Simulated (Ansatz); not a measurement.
MnF2 (rutile, P4_2/mnm), PBEsol (plane waves, PAW; program Ansatz). The conduction-band minimum lies at Γ, with 1 equivalent valley. Second derivatives d²E/dk² of the lowest band at one valley (eV·Å²), along Cartesian directions:

```csv
direction,d²E/dk²
[100],14.92
[010],13.47
[001],14.95
[110],14.20
[101],14.93
[011],14.21
```

Question: Find the principal effective masses, the density-of-states mass and the conductivity mass.

Answer: Off-diagonal terms follow from H_xy = H[110] − (H_xx + H_yy)/2, and m*/mₑ = 7.620 eV·Å² over each eigenvalue: 0.51, 0.51, 0.57. One valley's DOS mass (m₁m₂m₃)^(1/3) = 0.53, conductivity mass 3/(Σ 1/mᵢ) = 0.53 mₑ.

Question: What effective density of states Nc follows at 300 K for parabolic valleys?

Answer: Nc = 2.509e19 × 1 × (0.53)^(3/2) ≈ 9.7e18 cm⁻³.

Question: With the computed static dielectric constant 9.34 (mean of the diagonal), estimate a hydrogenic donor's binding energy and radius.

Answer: E = 13.606 eV × 0.53/9.34² ≈ 83 meV; a = 0.529 Å × ε/m* ≈ 9.3 Å. Semilocal masses tend to be too small where the gap is.

The PBEsol relaxation kept the symmetry of its start, as lowered by the spin order; of distortions, only those at the zone centre were tested. The final state is antiferromagnetic, chosen from 5 collinear starts compared on coarse meshes (ties went to the first, and starts can fall back to one state), not a proven ground state. No Hubbard U is applied. Point labels and valley counts follow the cell and symmetry of the run, lower than the named group.

Potentials: the later of the program's two PAW sets.
